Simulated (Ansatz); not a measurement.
BaN (zinc blende, space group No. 216) under volume change, PBEsol (plane waves, PAW; program Ansatz), scaled uniformly.

```json
[
 {"V (Å³/atom)": "23.983", "E − E(relaxed) (meV/atom)": "34.3", "P (GPa)": "4.98"},
 {"V (Å³/atom)": "24.773", "E − E(relaxed) (meV/atom)": "___", "P (GPa)": "___"},
 {"V (Å³/atom)": "25.564", "E − E(relaxed) (meV/atom)": "3.4", "P (GPa)": "1.43"},
 {"V (Å³/atom)": "26.355", "E − E(relaxed) (meV/atom)": "0.0", "P (GPa)": "0.00"},
 {"V (Å³/atom)": "27.145", "E − E(relaxed) (meV/atom)": "___", "P (GPa)": "___"},
 {"V (Å³/atom)": "27.936", "E − E(relaxed) (meV/atom)": "11.9", "P (GPa)": "-2.31"},
 {"V (Å³/atom)": "28.726", "E − E(relaxed) (meV/atom)": "25.6", "P (GPa)": "-3.22"}
]
```

**Question.** Complete the blanks.

**Answer.** 
- 24.773, E − E(relaxed) (meV/atom): 14.5
- 24.773, P (GPa): 3.09
- 27.145, E − E(relaxed) (meV/atom): 3.1
- 27.145, P (GPa): -1.24

**Question.** What does a third-order Birch–Murnaghan fit give for V₀, B₀ and B′?

**Answer.** V₀ = 26.36 Å³/atom, B₀ = 44.2 GPa, B′ = 3.8.

Space group F-43m (zinc blende). The start of the workflow was typed in or built on a structure type; neither database checked (COD, Materials Project) lists it. Whether it is the stable phase at ambient conditions was not checked. Symmetry was held in the PBEsol relaxation; its stability against distortions is not shown here. Its formation energy is positive at this level, so the cell may be metastable or incomplete. Scalar-relativistic: spin–orbit coupling is off unless named, which matters more the heavier the elements.

Potentials: the earlier of the program's two PAW sets. The files were generated under PBE; for other functionals the program regenerates the frozen cores, and for LDA and PBEsol the local potential too.
